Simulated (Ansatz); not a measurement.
Zr:
```
Zr
1.0
   -2.73086     4.14997     3.10630
    2.73086    -4.14997     3.10630
    2.73086     4.14997    -3.10630
Zr
6
Direct
  0.25000   0.25000   0.00000
  0.75000   0.75000   0.00000
  0.32253   0.08174   0.40427
  0.67747   0.91826   0.59573
  0.17747   0.58174   0.75921
  0.82253   0.41826   0.24079
```

Relaxed with r²SCAN. Special points in fractions of this cell's reciprocal vectors: Γ (0.000, 0.000, 0.000); X (0.500, -0.500, 0.500); F0 (0.358, -0.358, 0.642); Σ0 (-0.358, 0.358, 0.358); Λ0 (0.390, 0.390, -0.390); G0 (0.610, -0.390, 0.390); R (0.000, 0.500, 0.000); W (0.250, 0.250, 0.250); S (0.500, 0.000, 0.000); T (0.000, 0.000, 0.500).

**Question.** List the band energies nearest the Fermi level at these points for plane-wave PAW r²SCAN (Ansatz code).

**Answer.** In eV from the Fermi level; about four levels below and three above (degenerate sets whole), none deeper than 8.9 eV; points with the same levels are listed once.

```tsv
k	below	above
Γ	-0.93 -0.76 -0.43 -0.18	0.14 0.27 0.65
X	-2.06 -1.95 -1.27 -0.78	0.05 0.15 0.28
F0	-1.11 -0.45 -0.40 -0.03	0.28 0.50 0.81
Λ0	-0.60 -0.58 -0.07 -0.03	0.53 0.67 0.82
R	-0.92 -0.92 -0.64 -0.64	0.03 0.03 0.93 0.93
W	-0.82 -0.82 -0.60 -0.60	0.11 0.11 0.87 0.87
S	-1.08 -1.08 -0.40 -0.40	0.45 0.45 1.11 1.11
T	-0.43 -0.40 -0.39 0.00	0.18 0.27 0.80
```

Space group Ibam. The first step of the workflow began from a Materials Project structure, measured or hypothetical; the Crystallography Open Database copy checked does not list it. It is not the phase usual at ambient conditions (space group No. 194). Symmetry was held in the r²SCAN relaxation; its stability against distortions is not shown here. The run is not spin-polarised. Scalar-relativistic: spin–orbit coupling is off unless named, which matters more the heavier the elements.

Potentials: the later of the program's two PAW sets.
